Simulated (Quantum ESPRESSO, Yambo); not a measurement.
For SiO2 (space group R32, No. 155), Yambo gives the independent-particle static dielectric constant along x as 2.24 on PBEsol bands and 2.01 after a scissor of 3.01 eV widens every gap (4×4×4 mesh, 107 bands, 3 Ry local-field block, 0.2 eV broadening). Axes are Cartesian, with cell vectors (Å) (3.98, 2.30, 2.62), (-3.98, 2.30, 2.62), (0.00, -4.59, 2.62).

Task: A scissor keeps the position matrix elements. In a one-oscillator model, how does ε − 1 scale, and what mean transition energy do the two values imply?

Result: Each transition adds |r|²/E to ε − 1, so ε − 1 ∝ 1/(E0 + Δ). Then (2.01 − 1)/(2.24 − 1) = E0/(E0 + Δ) = 0.815, and E0 = Δ(ε' − 1)/(ε − ε') = 13.2 eV. The computed Im ε, weighted by 1/E up to 20 eV, has its mean at 12.6 eV; the smallest direct PBEsol gap is 5.78 eV. The scissor comes from a G0W0 run whose convergence isn't established. Convergence of the RPA response with its 4×4×4 mesh was not tested.

Bands from Quantum ESPRESSO.

Geometry of the Materials Project entry, not relaxed at this level; primitive cell a = b = c = 5.284 Å, α = β = γ = 97.60°.

This is not the ordinary phase of the substance; no match was found in the copy of COD used, and its stability was not checked.
